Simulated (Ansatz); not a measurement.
RhPb:
```
CELL_PARAMETERS angstrom
      5.61766     0.00000     0.00000
     -2.80883     4.86504     0.00000
      0.00000     0.00000     4.40324
ATOMIC_POSITIONS crystal
  Rh 0.00000 0.50000 0.00000
  Rh 0.50000 0.00000 0.00000
  Rh 0.50000 0.50000 0.00000
  Pb 0.66667 0.33333 0.50000
  Pb 0.33333 0.66667 0.50000
  Pb 0.00000 0.00000 0.00000
```

Relaxed with LDA. Special points in fractions of this cell's reciprocal vectors: Γ (0.000, 0.000, 0.000); M (0.500, 0.000, 0.000); K (0.333, 0.333, 0.000); A (0.000, 0.000, 0.500); L (0.500, 0.000, 0.500); H (0.333, 0.333, 0.500).

Question: List the band energies nearest the Fermi level at these points for the program Ansatz at the LDA level (PAW).

Answer: In eV from the Fermi level; about four levels below and three above (degenerate sets whole), none deeper than 8.9 eV; points with the same levels are listed once.

| k | below | above |
|---|---|---|
| Γ | -0.94 -0.94 -0.91 -0.91 -0.02 | 0.66 2.09 2.09 |
| M | -1.72 -1.35 -1.08 -0.94 | 0.87 1.06 1.80 |
| K | -1.76 -1.76 -1.16 -0.62 | 0.81 0.91 0.91 |
| A | -0.84 -0.84 -0.84 -0.84 -0.59 | 0.31 0.66 0.91 |
| L | -1.12 -1.01 -0.61 -0.35 | 0.23 1.89 3.36 |
| H | -1.19 -1.19 -0.69 -0.57 | 1.25 3.08 3.08 |

Space group P6/mmm. The first step of the workflow began from a Materials Project structure, measured or hypothetical; the Crystallography Open Database files this formula in space group No. 191, but the cells were not matched. Whether it is the stable phase at ambient conditions was not checked. Symmetry was held in the LDA relaxation. At this level the phase is dynamically unstable (imaginary phonons). No spin polarisation was allowed. Spin–orbit coupling is left out wherever it is not named.

Potentials: the later of the program's two PAW sets.
